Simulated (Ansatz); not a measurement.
Data:

CdGaO₃:
```xyz
5
Lattice="3.4421 0.0000 0.0000 0.0000 3.4421 0.0000 0.0000 0.0000 5.0765" Properties=species:S:1:pos:R:3 pbc="T T T"
Ga     1.7210     1.7210     3.1790
Cd     0.0000     0.0000     0.7185
O      0.0000     1.7210     2.3826
O      1.7210     0.0000     2.3826
O      1.7210     1.7210     4.9942
```

This is the r²SCAN+D4-relaxed structure.

Q: All from plane-wave PAW r²SCAN+D4 (Ansatz code), unless another level is named. Give the electronic character.

A: metallic (no gap).

Q: Predict the density of states at the Fermi level.

A: 0.49 states/eV per atom (mean over ±0.08 eV).

Q: Next, the formation energy from the elements (no fitted shifts)?

A: -1.19 eV/atom.

Space group P4mm. The start of the workflow was typed in or built on a structure type; neither database checked (COD, Materials Project) lists it. Its standing as an ambient phase is unchecked. The r²SCAN+D4 relaxation kept the symmetry of its start; whether a distortion lowers the energy is not shown. With an odd number of electrons in the cell and no spin polarisation, the count alone makes it a metal. The references are the lowest solids computed at this level, not always the standard phases (solids in place of the gases). Scalar-relativistic: spin–orbit coupling is off unless named, which matters more the heavier the elements.

Potentials: the earlier of the program's two PAW sets.
